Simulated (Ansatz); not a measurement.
A relaxed cell of Bi2Te is given with its symmetry left out. The cell was found from a structure generator's guess, not taken from experiment.

These are results of Ansatz 0.2.0, DFT PBE, scalar-relativistic, plane waves, PAW, not measurements. Cutoff 420 eV, Γ-centred mesh, Gaussian smearing, no spin polarisation.

```cif
data_structure
_symmetry_space_group_name_H-M 'P 1'
_symmetry_Int_Tables_number 1
_cell_length_a 10.9743
_cell_length_b 10.9743
_cell_length_c 3.0304
_cell_angle_alpha 90.000
_cell_angle_beta 90.000
_cell_angle_gamma 120.000
_cell_volume 316.07
loop_
_atom_site_label
_atom_site_type_symbol
_atom_site_fract_x
_atom_site_fract_y
_atom_site_fract_z
_atom_site_occupancy
Bi1 Bi 0.00000 0.00000 0.00000 1
Bi2 Bi 0.50000 0.00000 0.50000 1
Bi3 Bi 0.00000 0.50000 0.50000 1
Bi4 Bi 0.50000 0.50000 0.50000 1
Te1 Te 0.33333 0.66667 0.50000 1
Te2 Te 0.66667 0.33333 0.50000 1
```

The zero of energy is the elements' standard structures at the same level; no fitted shifts are applied.

**Question.** What space group does it have?

**Answer.** P6/mmm (No. 191). Conventional cell: a = 10.974 Å, c = 3.030 Å. Bi on a site of symmetry 6/mmm is surrounded by 2 Bi at 3.03 Å; around Bi on a site of symmetry mmm lie 2 Bi at 3.03 Å and 2 Te at 3.17 Å; around Te lie 2 Te at 3.03 Å and 3 Bi at 3.17 Å.

**Question.** How far does it lie from the elements in energy?

**Answer.** +0.39 eV/atom. The separate elements lie lower, so it is unstable against them.

**Question.** Is it a metal?

**Answer.** Yes, bands cross the Fermi level on the 6×6×12 mesh.

The last run used a 6×6×12 mesh (in the run's order of axes) for its 6-atom cell and Gaussian smearing of 0.10 eV. Spin–orbit coupling, which can matter for Bi and Te, is left out. The reference form of Te is held partly by dispersion forces, which this level lacks. Symmetry constrained the relaxation, so the result can be a saddle point. Another cell of Bi2Te relaxed alike, in I4_1/amd (a Materials Project cell), lies 0.44 eV/atom lower, so this cell isn't the stable form at this level.
